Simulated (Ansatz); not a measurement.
The relaxed structure here is a generated cell of SnSe: the first start was made by placing the elements on the sites of a structure type, and the end was not matched to a known phase here, so it may be hypothetical. Known forms of SnSe include space group No. 62.

A structure of SnSe relaxed with PBEsol (plane waves to 420 eV, PAW, scalar-relativistic; Ansatz, a quantum-chemistry and plane-wave program); single points at other levels follow on the same geometry (Ansatz, PAW; HSE06 at 420 eV on a 6×6×2 k-mesh; no spin-orbit coupling). Space group P6₃mc (No. 186).

Space group P6₃mc (No. 186); a = b = 5.0223 Å, c = 11.7691 Å, α = β = 90.00°, γ = 120.00°

```tsv
atom	site	symmetry	x	y	z
Sn	2a	3m.	0.0000	0.0000	0.0268
Sn	2b	3m.	0.3333	0.6667	0.2751
Se	2a	3m.	0.0000	0.0000	0.2849
Se	2b	3m.	0.3333	0.6667	0.0388
```

```tsv
level	gap (eV)	kind	conduction minimum
PBEsol	0.37	indirect	57 % of the way from K to Γ
HSE06	0.66	–	k = (0.1429, 0.1429, 0)
```

HSE06 gaps come from a coarse mesh plus a few chosen points, so they may be too large. No spin polarisation in the result.

The run could not lose the symmetry of its start, so the end can be a saddle point.
